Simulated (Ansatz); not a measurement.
Data sheet: Al₂Ru (DFT)

Al2Ru:
```xyz
3
Lattice="-1.5493 1.5493 4.1760 1.5493 -1.5493 4.1760 1.5493 1.5493 -4.1760" Properties=species:S:1:pos:R:3 pbc="T T T"
Al     0.0000     0.0000     5.5045
Al     0.0000     0.0000     2.8474
Ru     0.0000     0.0000     0.0000
```

Space group I4/mmm (No. 139), MoSi2 or CaC2 type; conventional cell a = b = 3.0987 Å, c = 8.3519 Å, α = β = γ = 90.00°.

Method: LDA in the plane-wave PAW code Ansatz. The cell and atoms are relaxed at this level. Other levels are named where they apply.

**Cell and energy**

* **Volume per atom**: 13.37 Å³
* **Density**: 6.42 g/cm³
* **Formation energy from the elements (no fitted shifts)**: -65 kJ/mol of atoms

**Electronic structure**

Electronic character: metallic (no gap)
Density of states at the Fermi level: 0.06 states/eV per atom (mean over ±0.08 eV)

**Mechanics**

- Bulk modulus (Birch–Murnaghan fit) = 187 GPa
- Pressure derivative B′ = 4.5

**Phonons**

- Highest zone-centre frequency = 13.53 THz
- Zone-centre stability = no imaginary mode at Γ

The workflow started from a Materials Project entry (that database holds measured and hypothetical structures alike); the Crystallography Open Database copy checked does not list it. With Al and Ru taken as one species the cell has the higher symmetry I4/mmm, so it may be an ordered model of a mixed-site phase. Its standing as an ambient phase is unchecked. Symmetry was held in the LDA relaxation. No spin polarisation was allowed. As this level gives no gap, phonon frequencies hold no LO–TO term and depend on the k-mesh and smearing (Fermi–Dirac, 0.1 eV here). Axis ratios of metals converge slowly with the k-mesh, so a and c are less sure than the volume. The references are the lowest solids computed at this level, not always the standard phases. Spin–orbit coupling is left out wherever it is not named.

Potentials: the later of the program's two PAW sets.
